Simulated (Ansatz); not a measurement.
SiB:
```
SiB
1.0
    3.17526     0.00000     0.00000
   -1.58763     2.74986     0.00000
    0.00000     0.00000     5.85966
Si B
2 2
Direct
  0.33333   0.66667   0.35693
  0.66667   0.33333   0.85693
  0.33333   0.66667   0.01806
  0.66667   0.33333   0.51806
```

Relaxed with PBE. Special points in fractions of this cell's reciprocal vectors: Γ (0.000, 0.000, 0.000); M (0.500, 0.000, 0.000); K (0.333, 0.333, 0.000); A (0.000, 0.000, 0.500); L (0.500, 0.000, 0.500); H (0.333, 0.333, 0.500).

Task: List the band energies nearest the Fermi level at these points for plane-wave PAW PBE (Ansatz code).

Result: In eV from the Fermi level; about four levels below and three above (degenerate sets whole), none deeper than 8.9 eV; points with the same levels are listed once.

```csv
k,below,above
Γ,-7.27,0.15 1.41 1.41
M,-4.70 -4.06 -2.27 -0.92,0.94 3.98 4.00
K,-4.66 -4.66 -2.69 -2.69 -2.34,1.84 7.74 7.74
A,-3.79 -3.79,1.98 1.98 1.98 1.98
L,-1.57 -1.57 -0.18 -0.18,3.39 3.39 5.09 5.09
H,-3.84 -3.84 -1.04 -1.04,4.58 4.58 5.16 5.16
```

Space group P6_3mc (wurtzite). The workflow started from a Materials Project entry (that database holds measured and hypothetical structures alike); the Crystallography Open Database copy checked does not list it. Whether it is the stable phase at ambient conditions was not checked. Symmetry was held in the PBE relaxation; whether a distortion lowers the energy is not shown. Its formation energy is positive at this level, so the cell may be metastable or incomplete.

Potentials: the later of the program's two PAW sets.
